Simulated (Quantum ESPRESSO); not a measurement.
# PtIrRu5Cu: input and log of a self-consistent run

Simulated, not a measurement. The program is pw.x of Quantum ESPRESSO 7.5 (plane-wave density functional theory). The cell is made up: eight metal atoms on a hexagonal close-packed lattice, with elements, volume, strain and displacements drawn at random and not relaxed, so it may be unstable or far from any real phase. PseudoDojo standard norm-conserving files set the functional (PBE unless stated); there is no spin polarisation or spin-orbit coupling, the Fermi-Dirac width of 0.25 eV means electrons at about 2900 K, and the masses in the input are unused placeholders. The copper pseudopotential is less sure than most, with forces differing by about three percent and pressure by about two GPa from a second method on plain copper. Heavy elements are run without spin-orbit coupling, which real alloys of them have. A spin test at this wide smearing found no moment, but such smearing suppresses magnetism that the real alloy may have.

Input:

```
&control calculation='scf', pseudo_dir='./dojo.nc.sr.pbe.v0_5.standard.upf', outdir='./o', disk_io='minimal', tprnfor=.true., tstress=.true. /
&system ibrav=0, nat=8, ntyp=4, nbnd=84, ecutwfc=92.02030273, nosym=.true., tot_charge=0,
 occupations='smearing', smearing='fd', degauss=0.0183746611
/
&electrons conv_thr=1.470e-08, electron_maxstep=70, mixing_beta=0.5 /
ATOMIC_SPECIES
Cu 1.0 Cu.upf
Ir 1.0 Ir.upf
Pt 1.0 Pt.upf
Ru 1.0 Ru.upf
CELL_PARAMETERS angstrom
-2.7603 0.0 0.0
0.0 4.781 0.0
1.3801 -2.3905 -8.9957
ATOMIC_POSITIONS angstrom
Pt 0.1023 -0.0331 0.0062
Ir 0.0434 1.6132 -2.1664
Ru 0.0309 0.0096 -4.5568
Ru -0.0252 1.5464 -6.8138
Ru -1.4822 2.3334 0.0166
Cu -1.3558 3.9648 -2.3205
Ru -1.3604 2.3644 -4.4769
Ru -1.553 -0.8722 -6.7862
K_POINTS automatic
8 5 3 1 1 1
```

The log is shortened where brackets say so; the opening notice, blank lines, dates and the lines on written files are dropped, and the path of the files is cut. It prints rydbergs, bohrs and kilobars, and counts compression as positive stress. Its total energy is the free energy E - TS of the whole cell.

```
     Program PWSCF v.7.5
     Parallel version (MPI & OpenMP), running on       4 processor cores
     Number of MPI processes:                 4
     Threads/MPI process:                     1
     [start-up lines left out]
     bravais-lattice index     =            0
     lattice parameter (alat)  =       5.2162  a.u.
     unit-cell volume          =     801.1366 (a.u.)^3
     number of atoms/cell      =            8
     number of atomic types    =            4
     number of electrons       =       134.00
     number of Kohn-Sham states=           84
     kinetic-energy cutoff     =      92.0203  Ry
     charge density cutoff     =     368.0812  Ry
     scf convergence threshold =      1.5E-08
     mixing beta               =       0.5000
     number of iterations used =            8  plain     mixing
     Exchange-correlation= PBE
                           (   1   4   3   4   0   0   0)
     [axes and pseudopotential details left out]
   Cartesian axes
     site n.     atom                  positions (alat units)
         1        Pt     tau(   1) = (   0.0370612  -0.0119915   0.0022461  )
         2        Ir     tau(   2) = (   0.0157229   0.5844292  -0.7848422  )
         3        Ru     tau(   3) = (   0.0111944   0.0034779  -1.6508351  )
         4        Ru     tau(   4) = (  -0.0091294   0.5602290  -2.4684998  )
         5        Ru     tau(   5) = (  -0.5369706   0.8453429   0.0060138  )
         6        Cu     tau(   6) = (  -0.4911785   1.4363656  -0.8406695  )
         7        Ru     tau(   7) = (  -0.4928450   0.8565736  -1.6218889  )
         8        Ru     tau(   8) = (  -0.5626200  -0.3159801  -2.4585009  )
     number of k points=    60  Fermi-Dirac smearing, width (Ry)=  0.0184
                       cart. coord. in units 2pi/alat
        k(    1) = (  -0.0625000   0.0577348  -0.0760720), wk =   0.0333333
        k(    2) = (  -0.0625000   0.0577348   0.1284924), wk =   0.0333333
     [further k points left out]
     Dense  grid:    95479 G-vectors     FFT dimensions: (  32,  60, 120)
     Estimated max dynamical RAM per process >     418.03 MB
     Estimated total dynamical RAM >       1.56 GB
     Initial potential from superposition of free atoms
     starting charge     133.9955, renormalised to     134.0000
     Starting wfcs are   80 randomized atomic wfcs +    4 random wfcs
     total cpu time spent up to now is        7.8 secs
     per-process dynamical memory:   335.2 Mb
     Self-consistent Calculation
     iteration #  1     ecut=    92.02 Ry     beta= 0.50
     Davidson diagonalization with overlap
     ethr =  1.00E-02,  avg # of iterations =  3.0
     total cpu time spent up to now is       29.5 secs
     total energy              =   -1877.65514854 Ry
     estimated scf accuracy    <       6.24613989 Ry
     iteration #  2     ecut=    92.02 Ry     beta= 0.50
     Davidson diagonalization with overlap
     ethr =  4.66E-03,  avg # of iterations =  3.0
     total cpu time spent up to now is       51.8 secs
     total energy              =   -1875.57414237 Ry
     estimated scf accuracy    <      71.01926822 Ry
     iteration #  3     ecut=    92.02 Ry     beta= 0.50
     Davidson diagonalization with overlap
     ethr =  4.66E-03,  avg # of iterations =  3.9
     total cpu time spent up to now is       73.7 secs
     total energy              =   -1877.92776964 Ry
     estimated scf accuracy    <      91.91738351 Ry
     iteration #  4     ecut=    92.02 Ry     beta= 0.50
     Davidson diagonalization with overlap
     ethr =  4.66E-03,  avg # of iterations =  2.4
     total cpu time spent up to now is       92.9 secs
     total energy              =   -1881.39175252 Ry
     estimated scf accuracy    <       5.60714501 Ry
     iteration #  5     ecut=    92.02 Ry     beta= 0.50
     Davidson diagonalization with overlap
     ethr =  4.18E-03,  avg # of iterations =  1.0
     total cpu time spent up to now is      109.2 secs
     total energy              =   -1881.36941351 Ry
     estimated scf accuracy    <       7.71802191 Ry
     [iterations 6 to 17 left out]
     iteration # 18     ecut=    92.02 Ry     beta= 0.50
     Davidson diagonalization with overlap
     ethr =  1.43E-08,  avg # of iterations =  1.4
     total cpu time spent up to now is      336.9 secs
     total energy              =   -1881.50601302 Ry
     estimated scf accuracy    <       0.00002399 Ry
     iteration # 19     ecut=    92.02 Ry     beta= 0.50
     Davidson diagonalization with overlap
     ethr =  1.43E-08,  avg # of iterations =  1.0
     total cpu time spent up to now is      355.4 secs
     total energy              =   -1881.50601472 Ry
     estimated scf accuracy    <       0.00000872 Ry
     iteration # 20     ecut=    92.02 Ry     beta= 0.50
     Davidson diagonalization with overlap
     ethr =  6.50E-09,  avg # of iterations =  1.0
     total cpu time spent up to now is      371.8 secs
     total energy              =   -1881.50601507 Ry
     estimated scf accuracy    <       0.00000471 Ry
     iteration # 21     ecut=    92.02 Ry     beta= 0.50
     Davidson diagonalization with overlap
     ethr =  3.51E-09,  avg # of iterations =  1.0
     total cpu time spent up to now is      388.4 secs
     total energy              =   -1881.50601543 Ry
     estimated scf accuracy    <       0.00000003 Ry
     iteration # 22     ecut=    92.02 Ry     beta= 0.50
     Davidson diagonalization with overlap
     ethr =  2.03E-11,  avg # of iterations =  2.6
     total cpu time spent up to now is      410.6 secs
     End of self-consistent calculation
     [lines on levels left out]
!    total energy              =   -1881.50601544 Ry
     estimated scf accuracy    <          6.1E-09 Ry
     smearing contrib. (-TS)   =      -0.14243702 Ry
     internal energy E=F+TS    =   -1881.36357842 Ry
     The total energy is F=E-TS. E is the sum of the following terms:
     one-electron contribution =    -532.78416454 Ry
     hartree contribution      =     353.88136456 Ry
     xc contribution           =    -308.04535351 Ry
     ewald contribution        =   -1394.41542492 Ry
     convergence has been achieved in  22 iterations
     Forces acting on atoms (cartesian axes, Ry/au):
     atom    1 type  3   force =    -0.03931838   -0.01583489   -0.01457556
     atom    2 type  2   force =    -0.01613445   -0.00291332   -0.05095163
     atom    3 type  4   force =    -0.01767277   -0.00130462   -0.02748369
     atom    4 type  4   force =     0.00559131   -0.00819062    0.05422351
     atom    5 type  4   force =     0.03269141    0.01411037    0.01147750
     atom    6 type  1   force =     0.00206431    0.00451218    0.00246643
     atom    7 type  4   force =    -0.00244128   -0.00558240   -0.01214915
     atom    8 type  4   force =     0.03521985    0.01520330    0.03699258
     Total force =     0.115918     Total SCF correction =     0.000488
     Computing stress (Cartesian axis) and pressure
          total   stress  (Ry/bohr**3)                   (kbar)     P=     -113.76
  -0.00067099  -0.00000153   0.00005412          -98.71       -0.23        7.96
  -0.00000153  -0.00060902  -0.00002843           -0.23      -89.59       -4.18
   0.00005412  -0.00002843  -0.00103988            7.96       -4.18     -152.97
     init_run     :      7.37s CPU      7.63s WALL (       1 calls)
     electrons    :    394.51s CPU    402.82s WALL (       1 calls)
     forces       :      2.41s CPU      2.41s WALL (       1 calls)
     stress       :      8.21s CPU      8.22s WALL (       1 calls)
     [timing details left out]
     PWSCF        :   6m52.64s CPU   7m 1.30s WALL
     JOB DONE.
```

In other units: free energy -25599.193 eV for the cell, pressure -11.38 GPa, largest force component 1.394 eV/Å in size. The run took 423 s of wall time with four MPI processes on a shared machine (Intel Xeon, 2023 or later, virtual cores), so the time is rough. A rerun of this cell at a higher cutoff and on a denser mesh moved values by no more than 0.007 eV in energy, 0.18 GPa in stress and 0.009 eV/Å in force, and a second program with other atomic files agreed on that cell to 2 % rms in force and 0.5 GPa in pressure.